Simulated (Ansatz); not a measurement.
## Li (P6_3/mmc), bands, slopes and optics on a fine k mesh: input and output

Level of theory: PBEsol, PAW on Ansatz 0.2.0's default frozen-core files (fitted under PBE), scalar-relativistic.

The cell comes from a PAW relaxation under the same functional.

The structure is one entry of a database and needn't be the stable phase.

Command:

```sh
ansatz run input.yaml --threads 1 --pin off --max-ram 3072MiB --backend cpu --events-out ev --progress --plain --runs-dir out
```

Input:

```yaml
crystal:
  lattice:
    - [3.05529490531, 0.0, 0.0]
    - [-1.52764745266, 2.64596300405, 0.0]
    - [0.0, 0.0, 4.99531457315]
  atoms:
    - { symbol: Li, position: [0.333333333333, 0.666666666667, 0.25] }
    - { symbol: Li, position: [0.666666666667, 0.333333333333, 0.75] }
kpoints:
  mp_grid: { grid: [14, 14, 8] }
scf:
  occupations: { method: fermi_dirac, width: 0.1 }
hamiltonian:
  xc: pbesol
  pseudopotentials: { kind: paw }
output:
  forces: true
  stress: true
  eigenvalues: true
  eigenstates:
    nscf_kmesh: { grid: [20, 20, 12] }
    de_dk: true
    e_range: [-14, 14]
  optics:
    e_range: [0, 25]
    de: 0.2
    sigma: 0.15
    bands: { spectra_wanted_up_to: 25 }
    nscf_kmesh: { grid: [20, 20, 12] }
    drude_damping: 0.05
checkpoint:
  write: ck
  write_wavefunctions: false
```

Output:

```
Warning: RAYON_NUM_THREADS=1 ignored (pool sized by the plan → 1); use --threads N
Engine: ansatz 0.2.0, x86_64-unknown-linux-gnu
Pseudopotentials: kind: paw
Pseudopotential: Li, paw, valence charge 3, recommended cutoff 420 eV (normal), Li.paw.azcp
Functional definition: PBEsol
  exchange = pbesol_x
  correlation = pbesol_c
Crystal: 2 atoms, lattice volume = 40.383 Å³
Basis set: ecut = 420 eV, 785 PW (Γ), exchange–correlation on 48×48×72 points (8 copies of the dense FFT grid, shifted against one another)
Bands: 7, of which v1, the nominal top of the filled ones, is band 3 counted from 1 (2 counted from 0)
Symmetry: 24 space group operations
Space group: P63/mmc (ITA 194), of the structure as read, at distance tolerance 3.4e-5 Å
k-points: 120 of 1568
Non-local potential: Li, projectors of the file, l = 0: 3, l = 1: 2, l = 2: 1
PAW form: soft (Blöchl's): semilocal exchange-correlation on the pseudo side does not see the compensation charge
PAW one-centre angular grid: Li, 110 points (default); XC on 64 Gauss nodes
Initial density: superposition of atomic densities (neutral atoms: chi_scale 0, normalization atom), corrected by the library's trained network
Initial wavefunctions: pseudopotential atomic-orbital guess
Functional: x = pbesol(κ = 0.804, μ = 0.12345679012345678), c = pbesol(β = 0.046)
SCF iter   1: F=—  HF=-406.016759 eV  |F-HF|=—  |Δ(HF+E_count)|=         —  Δρ=1.53e-3  dr2=3.27e-4  ethr=1.77e-3  ⟨swp⟩=4.0  Hψ=5756  notcnv=0
preconditioner: auto → none  [metal: Δε(μ)=0.018 eV  Ē_g=6.405 eV  σ=0.100 eV  W_gap=0.05  n_scr=2 (ndim 8)  ℏωp=8.3 eV  f_vac=0.000  D(μ)=0.94/eV (n_scr^D=2)  sad-step TF]
SCF iter   2: F=—  HF=-406.015675 eV  |F-HF|=—  |Δ(HF+E_count)|=   1.08e-3  Δρ=6.91e-4  dr2=8.16e-5  ethr=5.44e-6  ⟨swp⟩=2.1  Hψ=2115  notcnv=0
SCF iter   3: F=—  HF=-406.015467 eV  |F-HF|=—  |Δ(HF+E_count)|=   2.08e-4  Δρ=4.47e-5  dr2=9.89e-7  ethr=1.36e-6  ⟨swp⟩=2.0  Hψ=1199  notcnv=0
SCF iter   4: F=—  HF=-406.015463 eV  |F-HF|=—  |Δ(HF+E_count)|=   4.20e-6  Δρ=2.20e-6  dr2=6.20e-10  ethr=1.65e-8  ⟨swp⟩=2.0  Hψ=1212  notcnv=0
SCF iter   5: F=—  HF=-406.015463 eV  |F-HF|=—  |Δ(HF+E_count)|=   1.53e-9  Δρ=1.33e-7  dr2=4.55e-12  ethr=1.03e-11  ⟨swp⟩=2.0  Hψ=1242  notcnv=0
SCF iter   6: F=-406.015463 eV  HF=-406.015463 eV  |F-HF|=1.71e-13  |Δ(HF+E_count)|=  1.96e-11  Δρ=2.42e-9  dr2=1.94e-15  ethr=1.00e-12  ⟨swp⟩=4.0  Hψ=2362  notcnv=0
SCF 1 converged in 6 iterations: F = -406.015463 eV  dr2 = 1.94e-15
  greatest PAW one-centre occupation: 0.999 electrons in one spin orbital (limit 2), on the Li atom at site 1 (counted from 0), in its partial waves of l = 0
NSCF: frozen V_eff on 308 k-points
NSCF: frozen V_eff on 308 k-points
output.optics: what the bands over the 31 summed would add to eps1, eps2 and the energy-loss function is held between a lower and an upper bound (2 Lanczos steps). eps1, eps2 and their loss function (loss_summed_bands) are given ...
SCF converged after 6 iterations
Free energy (F): -406.015463 eV
Harris-Foulkes:  -406.015463 eV  (|F-HF|=1.71e-13)
Internal energy: -405.984853 eV  (E = F + TS)
E sigma→0 (E₀):  -406.000158 eV
Entropy (-TS):   -0.030610 eV (-15.305 meV/atom)
Fermi energy:    1.016010 eV
--- Per-component energies (eV) ---
  E_band       = -180.210282
  E_kinetic    = 42.375996
  E_local      = -263.733329  (includes V_loc(G=0)·N_el)
  E_nonlocal   = -66.390915
  E_hartree    = 78.191052
  E_xc         = -19.792908
  E_vxc        = -25.626520  (∫ρ·V_xc dr)
  E_paw        = -39.179847  (= ΣΔE_a)
  E_vpaw       = -23.217633  (= ΣTr[D̂ρ^β])
  E_aug_tail   = 0.000016  (compensation charges beyond the density's cutoff)
  E_ewald      = -137.454917
  E_smearing   = -0.030610  (= −TS)
  E_closure    = -0.000000  (closes the sum)
  Σ components = -406.015463   (vs F -406.015463, Δ=0.00e0)
--- Forces (eV/Å), atoms counted from 1 ---
  atom   1  Li    -0.00000000     0.00000000    -0.00000000
  atom   2  Li     0.00000000    -0.00000000     0.00000000
  max |Σ_I F_I| component: 4.63e-18 eV/Å
--- Stress (GPa, compression-positive) ---
        0.026273      -0.000000      -0.000000
       -0.000000       0.026273      -0.000000
       -0.000000      -0.000000       0.024240
  P = ⅓ Tr σ = 0.0256 GPa (0.256 kbar)
--- Fermi surface from the table of eigenstates, both spin states counted (twice the sheets' area in a run without spin) ---
  How far the three rows differ hints at the mesh's error and does not bound it.
  reading                E - E_F (eV)   area (Å⁻²)  resistivity times mean free path along x, y, z (Ω·m²), under one mean free path over the surface
  by tetrahedra                0.0117       31.660  9.8400e-16  9.8400e-16  9.3083e-16
  by the states' slopes        0.0142       31.175  9.9649e-16  9.9649e-16  9.5038e-16
  on every second point        0.0089       30.947  9.6471e-16  9.6471e-16  1.0377e-15
```

The run converged.

Head of optics.tsv:

```
# E[eV]	eps2_interband_xx	eps2_interband_yy	eps2_interband_zz	eps2_interband_xy	eps2_interband_xz	eps2_interband_yz	eps1_interband_xx	eps1_interband_yy	eps1_interband_zz	
# format = ansatz-optics/6
# intraband_term = drude
# n_periodic_directions = 3
# eps1_interband_at_0(xx yy zz xy xz yz) = 4.874351 4.874351 1.633244 0.000000 -0.000000 -0.000000
# eps1_interband_at_0_completed(xx yy zz) = 4.879125 4.879125 1.638068
# k_sum = mesh_cells
# eps2_relative_error = 0.0031
# drude_weight_relative_error = 0.0013
# eps1_interband_at_0_relative_error = 0.0124
# f_sum_interband_n_eff(xx yy zz) = 2.750951 2.750951 2.648750
# f_sum_interband_n_eff_momentum_only(xx yy zz) = 1.164527 1.164527 1.057801
# fermi_ev = 1.026715
# fermi_mp_grid = 20 20 12
# fermi_mp_shift = 0 0 0
# occupation_method = fermi_dirac
# smearing_width_ev = 1e-1
# drude_damping_ev = 5e-2
# drude_plasma_energy_squared_ev2(xx yy zz xy xz yz) = 40.635150 40.635150 43.846514 -0.000000 0.000000 0.000000
# drude_plasma_energy_ev(xx yy zz) = 6.374571 6.374571 6.621670
# f_sum_intraband_n_eff(xx yy zz) = 1.190110 1.190110 1.284163
# unresolved_interband_energy_squared_ev2(xx yy zz xy xz yz) = 0.000000 0.000000 0.000000 0.000000 0.000000 0.000000
# f_sum_unresolved_interband_n_eff(xx yy zz) = 0.000000 0.000000 0.000000
# f_sum_n_eff(xx yy zz) = 3.941061 3.941061 3.932913 of n_electrons = 6.000000
# loss_f_sum_n_eff(xx yy zz) = 3.940530 3.940530 3.932362
# perfect_screening_sum(xx yy zz) = 0.999999 0.999999 0.999999
# perfect_screening_sum_on_rows(xx yy zz) = 0.999989 0.999989 0.999974
# perfect_screening_limit(xx yy zz) = 1.000000 1.000000 1.000000
# n_bands = 31
# n_bands_set_by = photon_energy
# valid_up_to_ev = 36.920534
# evaluated_top_ev = 90.200000
# all_electron_strengths = true
# band_completion = completed
# response = whole
# tolerance = 0.01
# method = lanczos_chains
# lanczos_steps = 2
# chains_run = together
# ended_by = wanted_rows_settled
# boundable_up_to_ev = 34.905833
# wanted_up_to_ev = 25.000000
# change_inside_cells = 0.0001 (estimated)
# bound_at_0(xx yy zz) = bounded bounded bounded
```

**Fermi surface**

Fermi surface of a crystal from Kohn-Sham levels and slopes on the fine mesh, each state quadratic over its cell; bands counted from the lowest that crosses; Cartesian axes as in the input.

```json
{"Fine mesh": "20, 20, 12", "Density of states at fermi level": "0.5039 states/eV/atom", "Sommerfeld coefficient": "1.188 mJ/(mol-atom K²)", "Plasma energy (x, y, z)": "6.502, 6.502, 6.38 eV", "Fermi speed weighted by states": "0.7675 ×10⁶ m/s", "Fermi surface area mean of spins": "15.63 Å⁻²", "By tetrahedra resistivity times free path": "9.84, 9.84, 9.308 ×10⁻¹⁶ Ω·m²", "Conductivity over time (x, y, z)": "8.641, 8.641, 8.318 ×10²⁰ Ω⁻¹m⁻¹s⁻¹"}
```

| band | filled part | states (states/eV/cell) | speed (×10⁶ m/s) | area (Å⁻²) |
| --- | --- | --- | --- | --- |
| 1 | 0.75 | 0.5771 | 0.7352 | 8.576 |
| 2 | 0.25 | 0.4306 | 0.8108 | 7.059 |

### Dielectric function

Independent-particle optical response of a crystal from Kohn-Sham bands on the fine mesh with a Drude term, no local fields or excitons.

* Fine mesh: 20, 20, 12
* Line width: 0.15 eV
* Drude damping: 0.05 eV

```csv
photon energy (eV),dielectric real xx,dielectric imag xx,dielectric real zz,dielectric imag zz
0.4,-244.7,31.39,-268.2,33.73
0.8,-55.28,5.479,-66.58,4.265
1.2,-26.6,11.02,-28.7,1.268
1.6,-17.24,3.951,-15.35,0.536
2,-10.9,1.761,-9.089,0.275
2.4,-7.188,0.858,-5.499,0.167
2.8,-4.845,0.441,-2.831,0.814
3.2,-3.234,0.261,-2.562,1.217
3.6,-2.078,0.319,-1.89,1.11
4,-1.398,0.46,-1.455,1.056
4.4,-0.964,0.568,-1.158,1.026
4.8,-0.648,0.614,-1.051,0.854
5.2,-0.493,0.669,-0.776,0.686
5.6,-0.398,0.624,-0.585,0.576
6,-0.276,0.546,-0.415,0.479
6.4,-0.17,0.519,-0.261,0.388
6.8,-0.109,0.433,-0.1,0.321
7.2,-0.003,0.355,0.04,0.294
7.6,0.1,0.311,0.148,0.288
8,0.181,0.282,0.222,0.287
8.4,0.248,0.254,0.274,0.275
8.8,0.311,0.226,0.319,0.254
9.2,0.371,0.202,0.363,0.229
9.6,0.429,0.187,0.408,0.205
10,0.479,0.181,0.455,0.182
10.4,0.522,0.179,0.506,0.172
10.8,0.552,0.182,0.542,0.172
11.2,0.574,0.182,0.57,0.172
11.6,0.589,0.18,0.589,0.174
12,0.6,0.172,0.597,0.169
12.4,0.612,0.16,0.607,0.154
12.8,0.625,0.147,0.622,0.138
13.2,0.638,0.132,0.638,0.124
13.6,0.652,0.118,0.655,0.111
14,0.669,0.105,0.673,0.1
14.4,0.685,0.095,0.69,0.091
14.8,0.7,0.085,0.705,0.084
15.2,0.715,0.076,0.72,0.078
15.6,0.731,0.069,0.733,0.074
16,0.746,0.065,0.743,0.071
16.4,0.757,0.065,0.75,0.066
16.8,0.764,0.064,0.757,0.058
17.2,0.768,0.063,0.766,0.05
17.6,0.76,0.053,0.774,0.045
18,0.772,0.022,0.777,0.03
18.4,0.796,0.017,0.798,0.016
18.8,0.811,0.015,0.815,0.014
19.2,0.825,0.013,0.828,0.015
19.6,0.836,0.016,0.84,0.017
20,0.843,0.015,0.845,0.022
20.4,0.851,0.015,0.848,0.013
20.8,0.855,0.012,0.859,0.012
21.2,0.864,0.009,0.867,0.012
21.6,0.873,0.009,0.874,0.012
22,0.88,0.008,0.882,0.01
22.4,0.887,0.012,0.887,0.014
22.8,0.89,0.01,0.893,0.012
23.2,0.894,0.01,0.894,0.016
23.6,0.898,0.009,0.894,0.013
24,0.903,0.007,0.9,0.007
24.4,0.908,0.007,0.906,0.006
24.8,0.912,0.006,0.912,0.006
```

**Optical constants**

Normal incidence from vacuum, light polarised along x.

* Fine mesh: 20, 20, 12
* Line width: 0.15 eV
* Drude damping: 0.05 eV

```tsv
photon energy (eV)	refractive index	extinction	reflectivity	loss function	absorption (×10⁵ cm⁻¹)
1.2	1.047	5.263	0.8687	0.0133	6.401
2.4	0.16	2.686	0.9254	0.0164	6.533
3.6	0.11	1.446	0.8671	0.0722	5.275
4.8	0.35	0.878	0.4602	0.7703	4.271
6	0.41	0.666	0.3256	1.459	4.051
7.2	0.42	0.423	0.2349	2.816	3.086
8.4	0.549	0.231	0.1047	2.015	1.966
9.6	0.67	0.14	0.0458	0.8544	1.361
10.8	0.753	0.121	0.0246	0.5379	1.32
12	0.783	0.11	0.0186	0.4401	1.333
13.2	0.803	0.083	0.014	0.3125	1.104
14.4	0.83	0.057	0.0096	0.1979	0.832
15.6	0.856	0.04	0.0065	0.1283	0.638
16.8	0.875	0.036	0.0048	0.1086	0.621
18	0.879	0.013	0.0042	0.0371	0.229
19.2	0.908	0.007	0.0023	0.0198	0.144
20.4	0.922	0.008	0.0016	0.0208	0.169
21.6	0.934	0.005	0.0012	0.0118	0.105
22.8	0.943	0.006	0.0009	0.0132	0.128
24	0.95	0.004	0.0007	0.0092	0.096
```

Limits of these numbers: frozen-core PAW files fitted under PBE, their cores solved anew for the functional of the run; these sums move with the mesh, by several per cent and more for small sheets.

Time and hardware: 85 s on 1 thread of Intel(R) Xeon(R) 6975P-C (Granite Rapids), on a shared host, peak memory 0.96 GiB.
